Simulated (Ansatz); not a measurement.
TaS2:
```yaml
crystal:
  lattice:
    - [3.29093, 0.00000, 0.00000]
    - [-1.64546, 2.85003, 0.00000]
    - [0.00000, 0.00000, 5.72208]
  atoms:
    - { symbol: Ta, position: [0.00000, 0.00000, 0.00000] }
    - { symbol: S, position: [0.33333, 0.66667, 0.26862] }
    - { symbol: S, position: [0.66667, 0.33333, 0.73138] }
```

This is the LDA-relaxed structure.

Question: All from LDA (plane waves, PAW; program Ansatz), unless another level is named. Predict the electronic character.

Answer: metallic (no gap).

Question: And the density of states at the Fermi level?

Answer: 0.48 states/eV per atom (mean over ±0.08 eV).

Question: What about the formation energy from the elements (no fitted shifts)?

Answer: -1.14 eV/atom.

Space group P-3m1 (CdI2 type). The LDA relaxation kept the symmetry of its start; of distortions, only those at the zone centre were tested. The run is not spin-polarised. The volume moved by -17 % from the start of the relaxation. A crystal of weakly bound layers computed without a dispersion correction: the cell and the soft elastic constants depend strongly on that. With an odd number of electrons in the cell and no spin polarisation, the count alone makes it a metal. The references are the lowest solids computed at this level, not always the standard phases. Scalar-relativistic: spin–orbit coupling is off unless named, which matters more the heavier the elements.

Potentials: the later of the program's two PAW sets.
